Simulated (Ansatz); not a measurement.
SiMo₂C:
```
CELL_PARAMETERS angstrom
      3.07073     0.00000     0.00000
     -1.53536     2.65933     0.00000
      0.00000     0.00000    12.33595
ATOMIC_POSITIONS crystal
  Si 0.66667 0.33333 0.25000
  Si 0.33333 0.66667 0.75000
  Mo 0.66667 0.33333 0.90689
  Mo 0.33333 0.66667 0.09311
  Mo 0.33333 0.66667 0.40689
  Mo 0.66667 0.33333 0.59311
  C  0.00000 0.00000 0.00000
  C  0.00000 0.00000 0.50000
```

Relaxed with PBEsol. Special points in fractions of this cell's reciprocal vectors: Γ (0.000, 0.000, 0.000); M (0.500, 0.000, 0.000); K (0.333, 0.333, 0.000); A (0.000, 0.000, 0.500); L (0.500, 0.000, 0.500); H (0.333, 0.333, 0.500).

### Question
List the band energies nearest the Fermi level at these points for the program Ansatz at the PBEsol with spin–orbit coupling level (PAW).

### Answer
In eV from the Fermi level; about four levels below and three above (degenerate sets whole), none deeper than 8.9 eV; points with the same levels are listed once.

```csv
k,below,above
Γ,-0.60 -0.60 -0.55 -0.55,0.48 0.48 0.49 0.49
M,-3.08 -3.08 -0.89 -0.89,0.30 0.30 0.34 0.34
K,-0.57 -0.57 -0.47 -0.47,0.38 0.38 0.39 0.39
A,-0.75 -0.75 -0.75 -0.75,0.65 0.65 0.65 0.65 0.65 0.65 0.65 0.65
L,-0.48 -0.48 -0.48 -0.48,0.64 0.64 0.64 0.64
H,-0.65 -0.65 -0.56 -0.56,0.78 0.78 0.80 0.80
```

Space group P6_3/mmc. The start of the workflow was typed in or built on a structure type; neither database checked (COD, Materials Project) lists it. Its standing as an ambient phase is unchecked. The PBEsol relaxation kept the symmetry of its start; its stability against distortions is not shown here. The run is not spin-polarised.

Potentials: the earlier of the program's two PAW sets. The files were generated under PBE; for other functionals the program regenerates the frozen cores, and for LDA and PBEsol the local potential too.
